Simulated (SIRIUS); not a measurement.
Band structure of SnSe (Pnma, 8 atoms in the cell; from Materials Project mp-691, lattice scaled a little).

```
CELL_PARAMETERS angstrom
     11.95374     0.00000     0.00000
      0.00000     4.22858     0.00000
      0.00000     0.00000     4.81749
ATOMIC_POSITIONS crystal
  Sn 0.61879 0.75000 0.37655
  Sn 0.38121 0.25000 0.62345
  Sn 0.88121 0.25000 0.87655
  Sn 0.11879 0.75000 0.12345
  Se 0.14855 0.25000 0.50918
  Se 0.85145 0.75000 0.49082
  Se 0.35145 0.75000 0.00918
  Se 0.64855 0.25000 0.99082
```

Method: LDA (PW92), GBRV LDA ultrasoft pseudopotentials (plane waves; SIRIUS).

Settings: parameters.ngridk = 1 3 3; parameters.xc_functionals = [XC_LDA_X, XC_LDA_C_PW]; parameters.gk_cutoff = 6.325 1/bohr; parameters.pw_cutoff = 14.143 1/bohr; parameters.smearing = fermi_dirac; parameters.smearing_width = 0.00183747 Ha; potentials = GBRV LDA ultrasoft pseudopotentials; parameters.electronic_structure_method = pseudopotential; parameters.num_bands = 48; parameters.num_mag_dims = 0; parameters.num_dft_iter = 100; parameters.energy_tol = 1e-07 Ha; parameters.density_tol = 1e-06; mixer.type = anderson.

The structure comes from a collection of computed structures, made at another level of theory; the collection holds predicted forms beside known ones. Its lattice was then scaled.

### Question
Predict the gap along the standard path and the places of the band edges.

### Answer
The gap along the path is 0.71 eV, from a point between Y and Γ to a point between Γ and X; the smallest direct gap on it is 1.00 eV.

Points are given in units of this cell's reciprocal vectors. Levels in eV from the top of the valence band on the path, bands 37 to 44:
```json
[
 {"point": "Γ (0 0 0)", "37": "-1.08", "38": "-0.72", "39": "-0.49", "40": "-0.13", "41": "1.03", "42": "2.50", "43": "2.83", "44": "2.84"},
 {"point": "X (0 0.5 0)", "37": "-0.98", "38": "-0.98", "39": "-0.80", "40": "-0.80", "41": "1.09", "42": "1.09", "43": "1.34", "44": "1.34"},
 {"point": "S (0 0.5 0.5)", "37": "-1.72", "38": "-1.72", "39": "-0.96", "40": "-0.96", "41": "2.59", "42": "2.59", "43": "2.83", "44": "2.83"},
 {"point": "Y (0 0 0.5)", "37": "-0.77", "38": "-0.77", "39": "-0.17", "40": "-0.17", "41": "1.32", "42": "1.32", "43": "1.69", "44": "1.69"},
 {"point": "Z (0.5 0 0)", "37": "-1.29", "38": "-1.29", "39": "-0.27", "40": "-0.27", "41": "2.39", "42": "2.39", "43": "2.55", "44": "2.55"},
 {"point": "U (0.5 0.5 0)", "37": "-1.07", "38": "-1.07", "39": "-1.07", "40": "-1.07", "41": "1.47", "42": "1.47", "43": "1.47", "44": "1.47"},
 {"point": "R (0.5 0.5 0.5)", "37": "-1.09", "38": "-1.09", "39": "-1.09", "40": "-1.09", "41": "2.50", "42": "2.50", "43": "2.50", "44": "2.50"},
 {"point": "T (0.5 0 0.5)", "37": "-0.41", "38": "-0.41", "39": "-0.24", "40": "-0.24", "41": "1.36", "42": "1.36", "43": "1.81", "44": "1.81"}
]
```
